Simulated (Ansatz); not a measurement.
RuC in space group P-6m2 (No. 187; Ru on 1a, C on 1f), DFT-PBE in the program Ansatz with PAW potentials, all energies at zero smearing, with the estimated change up to a 700 eV cutoff added, with one set of potentials and settings (totals compare only within such a set). Cell of 2 atoms (1 Ru, 1 C): -6128.418 eV.

```tsv
element	reference phase	E (eV/atom)
Ru	P6_3/mmc, 2 atoms in the cell	-5878.7331
C	P6_3/mmc, 4 atoms in the cell	-250.9463
```

Formation energy per atom, worked out: (-6128.418 − 1×(-5878.7331) − 1×(-250.9463))/2 = 0.631 eV/atom (61 kJ per mol of atoms), at 0 K, without zero-point energy or fitted corrections.

The cell is a constructed one: a structure type filled with these elements; neither database checked (COD, Materials Project) lists it. Whether it is the stable phase at ambient conditions was not checked. The cell was relaxed with PBE under the symmetry of its start; its stability against distortions is not shown here. No spin polarisation was allowed. The references are the lowest solids computed at this level, not always the standard phases.

Potentials: the earlier of the program's two PAW sets.
